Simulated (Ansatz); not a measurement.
# BiN in the NiAs-type structure

Method: PBEsol, scalar-relativistic; no spin polarisation; PAW, 420 eV, 10×10×6 k-mesh, Gaussian smearing of 0.05 eV; code Ansatz. The datasets are Ansatz's generated set soft_2.

```
Bi N
1.0
     3.48928    0.00000    0.00000
    -1.74464    3.02181    0.00000
     0.00000    0.00000    6.35122
Bi N
2 2
Direct
  0.00000 0.00000 0.00000
  0.00000 0.00000 0.50000
  0.33333 0.66667 0.25000
  0.66667 0.33333 0.75000
```

The cell came from substitution into a structure type; whether the compound takes it is for experiment to say.

The cell above was scaled in volume, and shape and atoms were relaxed at each volume within its symmetry. Energies are counted from the cell above.

The cell is relaxed to zero pressure at this level.

```tsv
V (Å³/atom)	ΔE (meV/atom)	P (GPa)
16.07	10.7	5.3
16.41	2.7	2.5
16.74	0.0	0.0
17.08	2.5	-2.3
17.41	9.5	-4.4
```

Question: What do the points give for the equilibrium volume, the bulk modulus and its pressure derivative (third-order Birch–Murnaghan)?

Answer: V0 = 16.74 Å³/atom, B0 = 121 GPa, B0′ isn't fixed: the energies give 3.0, and a fit of the pressures differs by over 0.35.

B0·V0 = 120.9 GPa × 16.74 Å³ = 12.63 eV/atom sets the scale: near the minimum ΔE ≈ ½ B0 V0 x², with x = V/V0 − 1, and a pressure of 1.2 GPa squeezes the volume by about 1 %. At the ends of the curve: x = −4.0 % predicts 10.2 meV/atom and the run gives 10.7; x = +4.0 % predicts 10.0 meV/atom and the run gives 9.5. Compression costs more and expansion less than the parabola says, since the crystal stiffens as it shrinks; B0′ measures that.

These numbers lack spin–orbit coupling. The run is a metal.
